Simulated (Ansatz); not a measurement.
Input:

Bi$_{2}$Se$_{3}$ (Bi2Te3 type, space group R-3m)

```yaml
crystal:
  lattice:
    - [2.04075, 1.17823, 9.22135]
    - [-2.04075, 1.17823, 9.22135]
    - [0.00000, -2.35646, 9.22135]
  atoms:
    - { symbol: Bi, position: [0.40186, 0.40186, 0.40186] }
    - { symbol: Bi, position: [0.59814, 0.59814, 0.59814] }
    - { symbol: Se, position: [0.00000, 0.00000, 0.00000] }
    - { symbol: Se, position: [0.20781, 0.20781, 0.20781] }
    - { symbol: Se, position: [0.79219, 0.79219, 0.79219] }
```

In this cell atom 1 (Bi, nearest neighbour Se at 2.835 Å; its periodic images, 4.1 Å or more away, move with it) is moved by s along Cartesian [110], unit vector (0.707, 0.707, 0.000); all other atoms and the cell stay fixed.

Computed with PBEsol-D3(BJ) (plane waves to 420 eV, PAW, scalar-relativistic; Ansatz, a quantum-chemistry and plane-wave program). k mesh 8×8×8 (Γ-centred), Fermi-Dirac smearing 0.05 eV. The energy includes the smearing's −TS. With partly filled bands, energies and forces of such displacements shift with the k mesh and the smearing. At this level the bands of Bi2Se3 touch or barely overlap; measurements give the solid a gap. Bi2Se3 was relaxed with its symmetry unable to fall. Spin-orbit coupling is left out, though Bi is heavy. The PAW data are Ansatz's earlier set. The zero of ΔE is the undisplaced structure.

The scan covers s from -0.280 to 0.280 Å in 11 points.

Q: Is this a single well or a double well?

A: A single well with its minimum at or next to zero displacement.

Q: Is the energy the same for displacements of ±0.280 Å, and if not, which side lies higher?

A: Not even: the negative side lies higher at ±0.280 Å. With its periodic images moving along, the atom's site symmetry in this cell is 3m.

Q: What force acts on the atom along the line at s = -0.280 Å?

A: 1.13 eV/Å.

Q: What is the force constant k = d²E/ds² of this move at s = 0?

A: 3.35 eV/Å².

(For displaced atoms, the force is minus the slope of the energy, and its curvature is a force constant, which sets phonon frequencies.)
